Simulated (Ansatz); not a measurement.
# Strain and field gradients in WSe2

Cell: a COD entry, ions relaxed with PBE at fixed cell.

```xyz
6
Lattice="3.2900 0.0000 0.0000 -1.6450 2.8492 0.0000 0.0000 0.0000 12.9700" Properties=species:S:1:pos:R:3 pbc="T T T"
W     0.0000    1.8995    3.2425
W     1.6450    0.9497    9.7275
Se    0.0000    1.8995    8.0451
Se    1.6450    0.9497    1.5601
Se    0.0000    1.8995   11.4099
Se    1.6450    0.9497    4.9249
```

Atoms are numbered from 1 in the order listed; like atoms form one site, named after its first atom.

The numbers come from a DFT calculation in Ansatz (PBE, plane waves and PAW, scalar-relativistic, collinear spin, 420 eV cutoff, Γ-centred 15×15×4 k-points, Fermi–Dirac smearing 0.02 eV). Start moments as typed (μB): 2 on each W, none on the rest.

The cell is stretched along z (the third Cartesian axis of the run's cell), x and y held, and the ions relax again each time.

| strain along z (%) | W: V along z (10²¹ V/m²) | Se: V along z (10²¹ V/m²) |
| --- | --- | --- |
| -3 | -17.04 | -7.12 |
| -2 | ? | ? |
| -1 | -16.65 | -7.23 |
| 0 | -16.49 | -7.27 |
| +1 | -16.37 | -7.33 |
| +2 | -16.25 | -7.35 |
| +3 | -16.17 | -7.41 |

Question: Estimate the row at -2 % from the others.

Answer: W: -16.82; Se: -7.18. Worked for W: a straight line through the other 6 rows has a slope of 0.144 × 10²¹ V/m² per per cent of strain and gives -16.83 at -2 %, against -16.82 from the run; over all rows the step per per cent runs from 0.22 at the compressed end to 0.079 at the stretched end, so the response isn't a straight line. Worked for Se: a straight line through the other 6 rows has a slope of -0.047 × 10²¹ V/m² per per cent of strain and gives -7.18 at -2 %, against -7.18 from the run, so the response is nearly linear here.

Without spin–orbit coupling the gradients at and beside W can be off by some per cent, at some sites by more. The start moments die out, and the run ends without spin.
